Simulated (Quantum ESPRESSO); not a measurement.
## One change at a time to AlMo3TaTiW2

These are calculations, not measurements. They come from Quantum ESPRESSO 7.5, a public plane-wave density functional program. Each row is one single-point run on a made-up periodic cell of eight metal atoms, with elements, volume, strain and displacements drawn at random and not relaxed, so a cell may be unstable or far from any real phase. There is no spin polarisation or spin-orbit coupling.

Settings: PBE unless stated; PseudoDojo standard norm-conserving files; Fermi-Dirac width 0.25 eV, which means electrons at about 2900 K; cutoff 1143 eV; 8 x 5 x 3 k mesh shifted half a step off Gamma. E is the free energy of the whole cell (internal energy minus TS), so a -TS column is already part of it. Stress is positive in tension, and the pressure P is minus a third of its trace.

Checks: one run of this series was repeated at a higher cutoff and on a denser mesh, which moved values by no more than 0.006 eV, 0.11 GPa and 0.009 eV/Å, and a second program with other atomic files agreed on it to 2 % rms in force and 0.5 GPa in pressure. Known limits: the tin pseudopotential is less sure than most, with forces differing by about three percent from a second method on plain tin; heavy elements are run without spin-orbit coupling, which real alloys of them have; a spin test at this wide smearing found no moment, but such smearing suppresses magnetism that the real alloy may have.

The lattice is hexagonal close-packed, and the cell vectors in Å are (-2.816, 0.000, 0.000); (0.000, 0.000, -4.635); (0.000, -9.754, 0.000), a volume of 127.28 Å³ in run 1. The elements on sites 1 to 8 are Ta Mo Mo W Al Mo W Ti. Each later run makes one change to run 1 and keeps the rest. E is counted from run 1, and is n/a where other atomic files have another zero of energy.

| run | change | V (Å³) | P (GPa) | -TS (eV) | rms force (eV/Å) | largest change of a force component (eV/Å) | E (eV) |
|---|---|---|---|---|---|---|---|
| 1 | none | 127.28 | 9.26 | -1.891 | 0.507 | 0.000 | 0.000 |
| 2 | sites 7 and 8 exchanged | 127.28 | 9.30 | -1.919 | 0.550 | 0.476 | 0.051 |
| 3 | all lengths scaled by +1.78 % | 134.19 | -2.07 | -2.001 | 0.387 | 0.333 | -0.145 |
| 4 | LDA in place of PBE | 127.28 | -2.94 | -1.903 | 0.414 | 0.278 | n/a |
| 5 | Sn on site 2 | 127.28 | 16.94 | -1.586 | 0.780 | 1.418 | n/a |
| 6 | site 8 moved by -0.05 Å along z | 127.28 | 9.38 | -1.893 | 0.538 | 0.395 | ? |

## Worked estimate

Along the move dE = -F dx. The force on site 8 along z is 0.379 eV/Å in run 1 and 0.774 eV/Å in run 6, and the move is -0.05 Å, so the mean force times the move gives an estimate.

## Withheld value

Question: what E should run 6 give?

The estimate is 0.029 eV. The calculation gave 0.029 eV.
